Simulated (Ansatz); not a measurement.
## Al: zone-centre modes

Computed with DFT PBE, scalar-relativistic, plane waves, PAW in Ansatz. Settings: plane waves to 420 eV, k-mesh 18×18×20 (Γ-centred), Gaussian smearing 0.15 eV. No spin polarisation.

Reference structure (as given, not relaxed at this level):

```
Al
1.0
     0.00000   -2.02398   -2.02398
    -2.02398    0.00000   -2.02398
     2.02398    2.02398   -4.04796
Al
2
Direct
  0.50000 0.50000 0.50000
  0.00000 0.00000 0.00000
```

Harmonic modes by finite displacements of 0.02 Å, without the LO–TO term. The cell doubles the primitive one, so its zone centre also holds the primitive cell's point q = (0, 0, 1/2).

Problem. At this geometry, is the structure stable against these modes?

Solution. Yes: no mode is imaginary beyond 10 cm⁻¹, and only the three translations lie near zero.

Problem. List the wavenumbers in cm⁻¹.

Solution. 0, 0, 0, 136, 136, 316.

Cost: 1 run of about 3.9 core-minutes, on Intel Xeon Processor @ 2.50GHz (Skylake/Cascade Lake) (shared hosts).